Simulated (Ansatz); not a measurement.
**Sm3F2 (Pm-3m)**

Level of theory: Ansatz, DFT PBE, scalar-relativistic, plane waves, PAW, and for the lanthanide a 4f-in-core norm-conserving potential.

Plane waves to 690 eV, a k mesh through Γ of 8×8×8 on the computed 5-atom cell and Gaussian smearing (0.10 eV); no spin polarisation.

The structure is relaxed at this level of theory with its symmetry kept, and needn't be the ground state of this composition.

Space group Pm-3m (No. 221), cubic, a = 4.937 Å. Sm has 2 F at 2.47 Å, 4 F at 3.49 Å and 8 Sm at 3.49 Å; F on its first site has 6 Sm at 2.47 Å; around F on its second site lie 12 Sm at 3.49 Å.

| Item | Value |
| --- | --- |
| Volume per atom | 24.07 Å³ |
| Kohn–Sham band gap | none (metal) |
| Density of states at the Fermi level | 6.6 states/eV per cell |

Spin-orbit coupling is left out, which matters for the bands of heavy elements. Spin polarisation was left out, and a magnetic state may lie lower.

Another cell of Sm3F2 relaxed alike, in P4mm, lies 0.52 eV/atom lower, so this cell isn't the stable form at this level.

The cell was found from a structure generator's guess, not taken from experiment.

The lanthanide is trivalent by construction, without f bands, f moments or other valences.
